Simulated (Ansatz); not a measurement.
Input file for Ansatz (a program for electronic structure):

Ansatz 0.2 input:
```yaml
crystal:
  lattice:
    - [-1.7025675845, 1.7025675845, 5.7543910572]
    - [1.7025675845, -1.7025675845, 5.7543910572]
    - [1.7025675845, 1.7025675845, -5.7543910572]
  atoms:
    - { symbol: Ta, position: [0.9989850169, 0.9989850169, 0.0] }
    - { symbol: Ta, position: [0.7489850169, 0.2489850169, 0.5] }
    - { symbol: As, position: [0.4170149831, 0.4170149831, 0.0] }
    - { symbol: As, position: [0.1670149831, 0.6670149831, 0.5] }
kpoints:
  mp_grid: { grid: [17, 17, 17] }
hamiltonian:
  xc: lda
  pseudopotentials: { kind: paw }
scf:
  occupations: { method: fermi_dirac, width: 0.1 }
phonons:
  method: dfpt
  response_accuracy: low
  eigenvectors: true
  rigid_motions: translations
```

Output (shortened):

```
Pseudopotential: Ta, paw, valence charge 13
Pseudopotential: As, paw, valence charge 15
Functional definition: SPW92
Crystal: 4 atoms, lattice volume = 66.722 Å³
Basis set: ecut = 420 eV, 1307 PW (Γ), exchange–correlation on 96×96×96 points (8 copies of the dense FFT grid, shifted against one another)
Bands: 34, of which v1, the nominal top of the filled ones, is band 28 counted from 1 (27 counted from 0)
Symmetry: 8 space group operations
k-points: 729 of 4913 (irreducible under 4 space group operations, time reversal used)
SCF iter   1: F=—  HF=-28915.115836 eV  |F-HF|=—  |Δ(HF+E_count)|=         —  Δρ=9.02e-3  dr2=3.60e-2  ethr=1.77e-3  ⟨swp⟩=5.2  Hψ=97586  notcnv=0
preconditioner: auto → Kerker (q_TF=auto, 2.650 Å⁻¹)
SCF iter   2: F=—  HF=-28915.108725 eV  |F-HF|=—  |Δ(HF+E_count)|=   7.11e-3  Δρ=5.06e-3  dr2=1.14e-2  ethr=6.43e-5  ⟨swp⟩=1.0  Hψ=30618  notcnv=0
SCF iter   3: F=—  HF=-28915.105783 eV  |F-HF|=—  |Δ(HF+E_count)|=   2.94e-3  Δρ=8.04e-4  dr2=4.63e-4  ethr=2.03e-5  ⟨swp⟩=2.0  Hψ=31106  notcnv=0
SCF iter   4: F=—  HF=-28915.105643 eV  |F-HF|=—  |Δ(HF+E_count)|=   1.39e-4  Δρ=1.87e-4  dr2=3.77e-5  ethr=8.27e-7  ⟨swp⟩=2.0  Hψ=43726  notcnv=0
SCF iter   5: F=—  HF=-28915.105575 eV  |F-HF|=—  |Δ(HF+E_count)|=   6.89e-5  Δρ=1.13e-4  dr2=7.07e-6  ethr=6.73e-8  ⟨swp⟩=2.0  Hψ=43729  notcnv=0
SCF iter   6: F=—  HF=-28915.105574 eV  |F-HF|=—  |Δ(HF+E_count)|=   5.40e-7  Δρ=2.57e-5  dr2=4.80e-7  ethr=1.26e-8  ⟨swp⟩=2.4  Hψ=30429  notcnv=0
SCF iter   7: F=—  HF=-28915.105537 eV  |F-HF|=—  |Δ(HF+E_count)|=   3.69e-5  Δρ=5.28e-6  dr2=2.06e-8  ethr=8.56e-10  ⟨swp⟩=2.0  Hψ=42665  notcnv=0
SCF iter   8: F=—  HF=-28915.105537 eV  |F-HF|=—  |Δ(HF+E_count)|=   4.21e-9  Δρ=8.64e-7  dr2=5.65e-10  ethr=3.68e-11  ⟨swp⟩=2.0  Hψ=43723  notcnv=0
SCF iter  10: F=-28915.105537 eV  HF=-28915.105537 eV  |F-HF|=3.64e-12  |Δ(HF+E_count)|=  2.18e-11  Δρ=2.98e-8  dr2=5.75e-13  ethr=1.00e-12  ⟨swp⟩=5.4  Hψ=97694  notcnv=0
SCF 1 converged in 10 iterations: F = -28915.105537 eV  dr2 = 5.75e-13
DFPT response loops at Γ: preconditioner auto → Kerker (q_TF=auto, 2.650 Å⁻¹) (partly filled bands, converged f_vac=0.000) …
the response loops of the zone centre start from zero, take more passes and end by a threshold …
SCF converged after 10 iterations
Free energy (F): -28915.105537 eV
Harris-Foulkes:  -28915.105537 eV  (|F-HF|=3.64e-12)
Internal energy: -28915.087675 eV  (E = F + TS)
E sigma→0 (E₀):  -28915.096606 eV
Entropy (-TS):   -0.017862 eV (-4.466 meV/atom)
Fermi energy:    17.499415 eV
--- Per-component energies (eV) ---
  E_band       = -526.589838
  E_kinetic    = 950.061305
  E_local      = -3949.602323  (includes V_loc(G=0)·N_el)
  E_nonlocal   = -1288.190532
  E_hartree    = 2061.072842
  E_xc         = -596.765007
  E_vxc        = -574.138798  (∫ρ·V_xc dr)
  E_paw        = -19808.019739  (= ΣΔE_a)
  E_vpaw       = 213.134571  (= ΣTr[D̂ρ^β])
  E_aug_tail   = 0.000281  (compensation charges beyond the density's cutoff)
  E_ewald      = -6288.312768
  E_core_change = 4.668266  (= ΣΔE_core)
  E_smearing   = -0.017862  (= −TS)
  E_closure    = 0.000000  (closes the sum)
  Σ components = -28915.105537   (vs F -28915.105537, Δ=0.00e0)
  [band-id]    e_kinetic+e_local+e_nonlocal+2·e_hartree+e_vxc+e_vpaw+e_augmentation_tail = -526.589812   (vs E_band -526.589838, Δ=2.69e-5)
--- Band table (eV; the first three rows and the last of 729) ---
  k-point 0: bands = ["-50.6260", "-50.6126", "-18.3158", "-18.3158", "-18.2817", "-18.2800", "-18.2674", "-18.2652", "-18.2627", "-18.2627", "-18.2625", "-18.2511", "-17.2707", "-17.1803", "-17.1803", "-17.0402", "-17.0402", "-16.9712", "3.2600", "5.9272", …
  k-point 1: bands = ["-50.6255", "-50.6124", "-18.3172", "-18.3168", "-18.2810", "-18.2786", "-18.2712", "-18.2690", "-18.2625", "-18.2625", "-18.2577", "-18.2510", "-17.2671", "-17.1860", "-17.1849", "-17.0468", "-17.0430", "-16.9707", "3.3579", "5.9652", …
  k-point 2: bands = ["-50.6241", "-50.6117", "-18.3215", "-18.3176", "-18.2820", "-18.2776", "-18.2759", "-18.2736", "-18.2617", "-18.2614", "-18.2534", "-18.2506", "-17.2572", "-17.2009", "-17.1979", "-17.0649", "-17.0514", "-16.9699", "3.6415", "6.0635", …
  k-point 728: bands = ["-50.6192", "-50.6190", "-18.3230", "-18.3228", "-18.2770", "-18.2763", "-18.2687", "-18.2669", "-18.2615", "-18.2605", "-18.2539", "-18.2534", "-17.2057", "-17.1947", "-17.1214", "-17.1206", "-17.0306", "-17.0237", "4.3572", "4.3665", …
--- Phonons (Γ-DFPT): 6 representative perturbations + reference, on 729 of 4913 k-points (Σ response iterations 40) ---
  ASR residual: 5.075e-4 → 0.000e0 eV/Å²; symmetrization residual: 2.369e-4 eV/Å²
  ASR residual per site (eV/Å²): 2.34e-4 2.34e-4 5.08e-4 5.08e-4
  Γ frequencies (cm⁻¹): 0.00 0.00 0.00 128.75 128.75 172.23 235.60 235.60 253.45 262.98 266.05 266.05
  non-analytic LO–TO correction: not included (Born effective charges unavailable; polar crystals: no LO–TO splitting at Γ)
```

Cost: about 40 core-minutes (a rough figure) on shared cores.

Space group I4_1md. The cell was relaxed with LDA under the symmetry of its start; of distortions, only those at the zone centre were tested. No spin polarisation was allowed. A small band overlap can be real or an error of a semilocal functional. As this level gives no gap, phonon frequencies hold no LO–TO term and depend on the k-mesh and smearing (Fermi–Dirac, 0.1 eV here). Spin–orbit coupling is left out wherever it is not named.

Potentials: the later of the program's two PAW sets.

Ansatz is a plane-wave DFT program.
